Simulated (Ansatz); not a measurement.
Fe8N in space group I4/mmm (No. 139; Fe on 4d, Fe on 4e, Fe on 8h, N on 2a) at seven volumes, the program Ansatz at the PBEsol level (PAW), shape and atoms relaxed at each. One row is withheld.

| V (Å³/atom) | P (GPa) |
|---|---|
| 9.629 | ? |
| 9.947 | 13.83 |
| 10.264 | 6.80 |
| 10.582 | 0.00 |
| 10.899 | -5.41 |
| 11.217 | -10.28 |
| 11.534 | -14.57 |

Task: Fit the shown pressures and predict the withheld one.

Result: P = (3/2)B₀(x^(7/2) − x^(5/2))[1 + (3/4)(B′ − 4)(x − 1)] with x = (V₀/V)^(2/3). Least squares on the six rows gives V₀ = 10.591 Å³/atom, B₀ = 199 GPa, B′ = 3.50. At V = 9.629, x = 1.0655 and P = 22.37 GPa. The run itself gave 21.16 GPa.

The first step of the workflow began from a Materials Project structure, measured or hypothetical; the Crystallography Open Database copy checked does not list it. Its standing as an ambient phase is unchecked. Symmetry was held in the PBEsol relaxation; whether a distortion lowers the energy is not shown. The final state is ferromagnetic, chosen from 5 collinear starts compared on coarse meshes (ties went to the first, and starts can fall back to one state), not a proven ground state. No Hubbard U is applied.

Potentials: the later of the program's two PAW sets.
